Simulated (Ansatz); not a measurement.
These are results of DFT PBE, scalar-relativistic, plane waves, PAW (Ansatz), not measurements. Settings: cutoff 420 eV, Γ-centred meshes spaced at most about 0.3 Å⁻¹, and about 0.25 Å⁻¹ or finer for metals (2π included), Gaussian smearing. Collinear spin in cells that started with moments and kept them past the coarse steps, no spin elsewhere.

These are static total energies at zero pressure.

Compare these two cells of Ti2In, each relaxed at this level.

A. (site moments Ti 0.2 (×4) μB)

```yaml
crystal:
  lattice:
    - [0.00000, 3.86016, 3.86016]
    - [3.86016, 0.00000, 3.86016]
    - [3.86016, 3.86016, 0.00000]
  atoms:
    - { symbol: Ti, position: [0.62500, 0.62500, 0.12500] }
    - { symbol: Ti, position: [0.62500, 0.12500, 0.62500] }
    - { symbol: Ti, position: [0.62500, 0.62500, 0.62500] }
    - { symbol: Ti, position: [0.12500, 0.62500, 0.62500] }
    - { symbol: In, position: [0.25000, 0.25000, 0.25000] }
    - { symbol: In, position: [0.00000, 0.00000, 0.00000] }
```

B. (site moments Ti 0.7 (×2) μB)

```yaml
crystal:
  lattice:
    - [4.73517, 0.00000, 0.00000]
    - [-2.36758, 4.10077, 0.00000]
    - [0.00000, 0.00000, 2.87946]
  atoms:
    - { symbol: Ti, position: [0.33333, 0.66667, 0.50000] }
    - { symbol: Ti, position: [0.66667, 0.33333, 0.50000] }
    - { symbol: In, position: [0.00000, 0.00000, 0.00000] }
```

Question: Which would you expect to be lower, and how large is the difference?

Answer: B is lower, by 109 meV/atom. A has the cubic Laves (C15) type, space group Fd-3m (No. 227), 19.2 Å³/atom and no gap on its mesh; B has space group P6/mmm (No. 191), 18.6 Å³/atom and no gap. Counting all near atoms (those within 1.25 times the shortest distance at each site; a plus sign parts nearer from farther groups), A has Ti 6+6, In 16 and B has Ti 11, In 14. Both come from invented guesses.

Another magnetic order may lie lower. Cells relaxed within their symmetry can be saddle points.
